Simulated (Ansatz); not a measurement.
Li2O, in the lowest among the structures calculated here: Fm-3m (No. 225), cF12, anti-fluorite type; a = b = c = 4.5727 Å, α = β = γ = 90.00°; O 4a (0.000, 0.000, 0.000); Li 8c (0.250, 0.250, 0.250). Computed with r2SCAN (plane waves to 500 eV, PAW, scalar-relativistic; Ansatz, a first-principles code). Element references, the lowest calculated here: Li (Fm-3m, not the ambient form), O (C2/m, ferromagnetic, forced by one molecule a cell; α-O2 is antiferromagnetic); gases are represented by their molecular solids.

Total energies (eV/atom, σ → 0; comparable only within this code, potentials and settings):

```json
[
 {"phase": "Li2O (Fm-3m)", "E (eV/atom)": "-327.399"},
 {"phase": "Li (Fm-3m)", "E (eV/atom)": "-205.137"},
 {"phase": "O (C2/m)", "E (eV/atom)": "-566.007"}
]
```

What is the formation energy of this Fm-3m form of Li2O from the elements?

E_f = -327.399 − [2 × (-205.137) + 1 × (-566.007)] / 3 = -1.97 eV/atom (-5.9 eV per formula unit).

Static energies, no anion corrections, no zero-point energy. Values are rounded to 0.01 eV/atom. The compounds carry no spin polarisation.
